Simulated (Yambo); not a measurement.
Yambo input for Cs₂KYCl₆ (space group Fm-3m, No. 225) (a = b = c = 8.029 Å, α = β = γ = 60.00°), on PBEsol (pw.x of Quantum ESPRESSO, ONCV potentials, no spin-orbit coupling) wavefunctions on a 2×2×2 mesh:

```
optics
chi
dipoles
kernel
FFTGvecs= 40 Ry
Chimod= "HARTREE"
NGsBlkXd= 3 Ry
% QpntsRXd
 1 | 1 |
%
% BndsRnXd
 2 | 255 |
%
GrFnTpXd= "R"
% EnRngeXd
 0.0 | 20.0 | eV
%
% DmRngeXd
 0.2 | 0.2 | eV
%
CGrdSpXd= 50
ETStpsXd= 161
% LongDrXd
 1.0 | 0.0 | 0.0 |
%
```

First lines of the file o-*.eps_q1_inv_rpa_dyson:

```
Absorption @ Q(1):   1.00000000     0.00000000     0.00000000    [q->0 direction]
#
# [ X ] Hartree size     :  229
# [GEN] GF Energies     : Perdew, Burke & Ernzerhof SOL(X)+Perdew, Burke & Ernzerhof SOL(C)
# [GEN] Green`s Function     : Retarded
#
# [GEN] Gauge     : Length
# [GEN] [r,Vnl] included     : yes
#
#    E[1] [eV]     Im(eps)     Re(eps)     Im(eps_o)     Re(eps_o)
#
     0.000000     -0.63333E-09     2.426857     0.29976E-17     2.913066
     0.125000     0.919381E-3     2.427144     0.001341     2.913484
     0.250000     0.001842     2.428003     0.002688     2.914738
     0.375000     0.002772     2.429440     0.004045     2.916834
     0.500000     0.003712     2.431459     0.005418     2.919781
     0.625000     0.004666     2.434068     0.006813     2.923589
     0.750000     0.005638     2.437277     0.008236     2.928274
     0.875000     0.006632     2.441097     0.009692     2.933854
     1.000000     0.007653     2.445544     0.011189     2.940354
     1.125000     0.008704     2.450636     0.012734     2.947800
     1.250000     0.009791     2.456393     0.014334     2.956223
     1.375000     0.010920     2.462839     0.015999     2.965662
     1.500000     0.012096     2.470002     0.017738     2.976159
     1.625000     0.013327     2.477913     0.019562     2.987762
     1.750000     0.014620     2.486607     0.021483     3.000527
     1.875000     0.015984     2.496126     0.023515     3.014520
     2.000000     0.017428     2.506517     0.025673     3.029811
     2.125000     0.018965     2.517832     0.027977     3.046486
     2.250000     0.020607     2.530132     0.030447     3.064639
     2.375000     0.022369     2.543486     0.033109     3.084380
     2.500000     0.024270     2.557974     0.035992     3.105834
     2.625000     0.026332     2.573685     0.039130     3.129147
     2.750000     0.028579     2.590727     0.042568     3.154488
     2.875000     0.031044     2.609221     0.046355     3.182053
     3.000000     0.033764     2.629311     0.050556     3.212073
     3.125000     0.036787     2.651164     0.055249     3.244820
     3.250000     0.040172     2.674980     0.060534     3.280620
     3.375000     0.043995     2.700997     0.066536     3.319861
     3.500000     0.048353     2.729505     0.073420     3.363018
     3.625000     0.053375     2.760855     0.081401     3.410672
     3.750000     0.059235     2.795485     0.090771     3.463545
     3.875000     0.066173     2.833944     0.101931     3.522551
     4.000000     0.074530     2.876936     0.115449     3.588860
```
(The file goes on to the top of the energy range.) Convergence of the RPA response with its 2×2×2 mesh was not tested.

Geometry of the Materials Project entry, not relaxed at this level.

The structure is a Materials Project entry; no match was found in the copy of COD used, and its stability was not checked.
